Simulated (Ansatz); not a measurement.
# Is this Al6FeCo5 structure a true minimum?

The cell was found from a structure generator's guess, not taken from experiment.

The calculation used Ansatz, DFT PBE, scalar-relativistic, plane waves, PAW. Plane waves to 420 eV, a k mesh through Γ of 14×14×4 on the computed 12-atom cell and Gaussian smearing (0.10 eV); collinear spin from starting moments 0.0 0.0 0.0 0.0 0.0 0.0 0.0 0.0 0.0 0.0 0.0 0.4 μB.

The cell below (12 atoms, space group P4/mmm (No. 123)) is relaxed within its symmetry.

```yaml
crystal:
  lattice:
    - [2.85341, 0.00000, 0.00000]
    - [0.00000, 2.85341, 0.00000]
    - [0.00000, 0.00000, 17.14161]
  atoms:
    - { symbol: Al, position: [0.00000, 0.00000, 0.74988] }
    - { symbol: Al, position: [0.00000, 0.00000, 0.58244] }
    - { symbol: Al, position: [0.00000, 0.00000, 0.41756] }
    - { symbol: Al, position: [0.00000, 0.00000, 0.25012] }
    - { symbol: Al, position: [0.00000, 0.00000, 0.08326] }
    - { symbol: Al, position: [0.00000, 0.00000, 0.91674] }
    - { symbol: Co, position: [0.50000, 0.50000, 0.66797] }
    - { symbol: Co, position: [0.50000, 0.50000, 0.33203] }
    - { symbol: Co, position: [0.50000, 0.50000, 0.16612] }
    - { symbol: Co, position: [0.50000, 0.50000, 0.83389] }
    - { symbol: Co, position: [0.50000, 0.50000, 0.00000] }
    - { symbol: Fe, position: [0.50000, 0.50000, 0.50000] }
```

For the test it was strained at random (σ = 1.5 % a component), the atoms were moved at random (σ = 0.05 Å), and all was relaxed again on a coarse 8×8×2 mesh (in the run’s order of axes) with 0.20 eV smearing, with no symmetry imposed.

The magnetic state reached may not be the lowest.

Problem. What happens?

Solution. It returns, within 1 meV/atom of the unmoved cell on that mesh and with the same symmetry when read at 0.1 Å. So it is stable against the distortions that fit this cell and that this random move excites. Modes that don't fit the cell aren't tested.
